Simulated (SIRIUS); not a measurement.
Input and output of a self-consistent single point for MgZn3O4 (Cm, 8 atoms in the cell; from Materials Project mp-1221958, changed as shown) (SIRIUS).

Level of theory: LDA (PW92), PseudoDojo 0.4 standard norm-conserving LDA (tails mended) pseudopotentials (plane waves; SIRIUS).

The change in words: atom 1 moved by +0.15 angstrom along z. Reference geometry (Cm):
```
CELL_PARAMETERS angstrom
      5.89784    -1.62721     0.00000
      5.89784     1.62721     0.00000
     -2.67117     0.00000     4.93956
ATOMIC_POSITIONS crystal
  Mg 0.25130 0.25130 0.92000
  Zn 0.75060 0.75060 0.41570
  Zn 0.49930 0.49930 0.83020
  Zn 0.99980 0.99980 0.33510
  O  0.06140 0.06140 0.72890
  O  0.55850 0.55850 0.22510
  O  0.80870 0.80870 0.14000
  O  0.30840 0.30840 0.64290
```

Reference input (self-consistent single point, DFT, LDA (PW92), plane waves, PseudoDojo 0.4 standard norm-conserving LDA (tails mended) pseudopotentials): parameters.ngridk = 4 4 2; parameters.xc_functionals = [XC_LDA_X, XC_LDA_C_PW]; parameters.gk_cutoff = 9.165 1/bohr; parameters.pw_cutoff = 18.331 1/bohr; parameters.smearing = gaussian; parameters.smearing_width = 0.0001 Ha; potentials = PseudoDojo 0.4 standard norm-conserving LDA (tails mended) pseudopotentials; parameters.electronic_structure_method = pseudopotential; parameters.num_bands = 56; parameters.num_mag_dims = 0; parameters.num_dft_iter = 100; parameters.energy_tol = 1e-07 Ha. This run's input differs from it in these lines:

```diff
@@ -46,3 +46,3 @@
       "Mg": [
-        [0.9576768114, 0.0, 8.5876640686]
+        [0.9576835446, 0.0, 8.8711223238]
       ],
```

Output, abridged:

```
[find] density tolerance         : 1e-06
[find] total energy tolerance    : 1e-07
[find] iter_solver_tol (initial) : 0.01
[find] iter_solver_tol (target)  : 1e-13
[find] num_dft_iter              : 100
Charges and magnetic moments
--------------------------------------------------------------------------------
total charge          : 94.000000
[find] | SCF iteration   0 out of 100|
[diagonalize] iterative solver tolerance (occupied, empty): 0.01 0.01
[diagonalize] average number of iterations: 5
[find] Charges and magnetic moments
[find] total charge          : 94.000000
[find] Energy
[find] smearing (-TS)                 :       0.00000000
   [... lines left out ...]

[find] Charges and magnetic moments
[find] total charge          : 94.000000
[find] Energy
[find] smearing (-TS)                 :       0.00000000
[find] Total energy                   :    -752.27882329 (Ha),   -1504.55764658 (Ry)
[find] Free energy (E-TS)             :    -752.27882329 (Ha),   -1504.55764658 (Ry)
[find] band gap (eV)                  :       1.27407244
[find] Efermi                         :       0.32951214
[find] iteration : 15, RMS (target) : 9.7541e-07 (1.0000e-06) , energy difference (target) : -2.7285e-12 (1.0000e-07)
[find] bands are converged : true
[find] iterative solver converged : false
[find] converged after 16 SCF iterations!
[find] Charges and magnetic moments
[find] total charge          : 94.000000
[find] Energy
[find] smearing (-TS)                 :       0.00000000
[find] Total energy                   :    -752.27882329 (Ha),   -1504.55764658 (Ry)
[find] Free energy (E-TS)             :    -752.27882329 (Ha),   -1504.55764658 (Ry)
[find] band gap (eV)                  :       1.27407244
[find] Efermi                         :       0.32951214
[ground_state] === stress tensor components [kbar] ===
[ground_state] === stress_total ===
[ground_state]    74.186274    0.000000   -3.642479
[ground_state]     0.000000   33.972239    0.000000
[ground_state]    -3.642479    0.000000   66.462737
[ground_state] ==== total Forces in Ha/bohr =====
   [... lines left out ...]
[ground_state] atom:    3, force:       0.0045350      0.0000000      0.0060343
[ground_state] atom:    4, force:       0.0018080      0.0000000      0.0027718
[ground_state] atom:    5, force:      -0.0015051      0.0000000     -0.0006496
[ground_state] atom:    6, force:       0.0016810      0.0000000      0.0193003
[ground_state] atom:    7, force:      -0.0017187      0.0000000      0.0028714
```

The run converged in 16 iterations. SIRIUS prints the stress tensor with tension positive. Against the reference run the free energy goes up by 17.3 meV/atom, the pressure goes from -6.32 to -5.82 GPa, the largest force goes from 0.237 to 1.839 eV/Å and the gap on the mesh goes from 1.330 to 1.274 eV.

Forces above 1 eV/Å remain at this geometry. The structure comes from a collection of computed structures, made at another level of theory; the collection holds predicted forms beside known ones.

Cost on one core: around 5 core-minutes (rough).

The gap that the log prints is read on the run's mesh, which can miss the band edges or a crossing.

“Tails mended”: in these copies of the files the far tail of each local potential was reset to the Coulomb form.
